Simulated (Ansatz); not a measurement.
Computed with DFT PBE, scalar-relativistic, plane waves, PAW in Ansatz. All cells share a 420 eV cutoff and Γ-centred k meshes spaced about 0.3 Å⁻¹ or finer (0.25 for metals, 2π included). No spin polarisation.

Relaxed structures of Sn₂PbO₃, with energies over the first row. Coordination counts O atoms around Pb and Sn (those within 1.25 times the shortest such distance or 1.15 times the sum of covalent radii, 1.27 where that leaves under three).

| # | form | sites | V (Å³/atom) | coordination | ΔE (meV/atom) |
| --- | --- | --- | --- | --- | --- |
| 1 | P4/nmm | Sn 2c, 2c; Pb 2c; O 4f, 2a | 20.4 | Sn 4, Pb 4 | 0 |
| 2 | P4/nmm | Sn 2c, 2c; Pb 2c; O 4f, 2a | 20.4 | Sn 4, Pb 4 | 2 |
| 3 | P4/nmm | Sn 2c, 2c; Pb 2c; O 4f, 2a | 20.4 | Sn 4, Pb 4 | 2 |

A further structure, relaxed alike:

```yaml
crystal:
  lattice:
    - [3.96624, 0.00000, 0.00000]
    - [0.00000, 11.61618, 0.00000]
    - [0.00000, 0.00000, 5.21920]
  atoms:
    - { symbol: Sn, position: [0.00000, 0.83657, 0.20656] }
    - { symbol: Sn, position: [0.50000, 0.66343, 0.79344] }
    - { symbol: Sn, position: [0.00000, 0.16343, 0.20656] }
    - { symbol: Sn, position: [0.50000, 0.33657, 0.79344] }
    - { symbol: Pb, position: [0.00000, 0.50000, 0.26152] }
    - { symbol: Pb, position: [0.50000, 0.00000, 0.73848] }
    - { symbol: O, position: [0.50000, 0.50000, 0.01519] }
    - { symbol: O, position: [0.00000, 0.67165, 0.99938] }
    - { symbol: O, position: [0.50000, 0.82835, 0.00063] }
    - { symbol: O, position: [0.00000, 0.00000, 0.98481] }
    - { symbol: O, position: [0.00000, 0.32836, 0.99938] }
    - { symbol: O, position: [0.50000, 0.17164, 0.00063] }
```

Problem. Place it among the others.

Solution. It is the lowest, 24 meV/atom below row 1, with space group Pmmn (No. 59) and 20.0 Å³/atom. Counting O atoms around Pb and Sn, this cell and row 1 both have Sn 4, Pb 4. Around Sn lie 4 O at 2.20–2.26 Å; Pb has 4 O at 2.36–2.42 Å; around O on a site of symmetry mm2 lie 2 Sn at 2.22 Å, 2 Pb at 2.36 Å and 4 O at 2.81 Å; O on a site of symmetry m has 3 Sn at 2.20–2.26 Å, 1 Pb at 2.42 Å and 4 O at 2.69–2.81 Å.

No dispersion correction is applied, so the spacing and binding between layers, chains or molecules are poorly described (Pmmn, P4/nmm at 20.4 Å³/atom), and this can change margins and order among such cells. These runs have no spin–orbit coupling, which can matter for Pb. With atoms moved at random, row 1, row 2 and the further cell came back. Row 3 had no clear such test and can be a saddle point. Some types were kept out of the candidates beforehand, so the set may lack a known form.
